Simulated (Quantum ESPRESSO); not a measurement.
**NMR parameters of ZrO₂**

```xyz
3
Lattice="0.0000 2.5451 2.5451 2.5451 0.0000 2.5451 2.5451 2.5451 0.0000" Properties=species:S:1:pos:R:3 pbc="T T T"
Zr     0.0000     0.0000     0.0000
O      1.2725     1.2725     1.2725
O      3.8176     3.8176     3.8176
```
The cell comes from the Materials Project (a computed structure). It is ZrO2 in Fm-3m. Stability against distortions was not tested. The run has no spin polarisation.

These are absolute shieldings with no macroscopic susceptibility term; δ = σ_ref − σ needs a reference computed alike. In our sweeps, cutoffs and meshes of this size left a few ppm, and up to some 20 ppm on atoms from Zn on. Spin–orbit coupling is left out; its weight grows with the heaviest atom, Zr here.

Task: What do the calculations give at each independent site (shieldings by PBE GIPAW (a modified build of Quantum ESPRESSO, JTH PAW datasets), 22.5 Ha, k-mesh 6×6×6 shifted, f-sum rule met within 0.003 %)?

Result: 
```csv
site,site symmetry,σ_iso (ppm)
Zr (atom 1),m-3m,1820
"O (atoms 2, 3)",-43m,-204
```
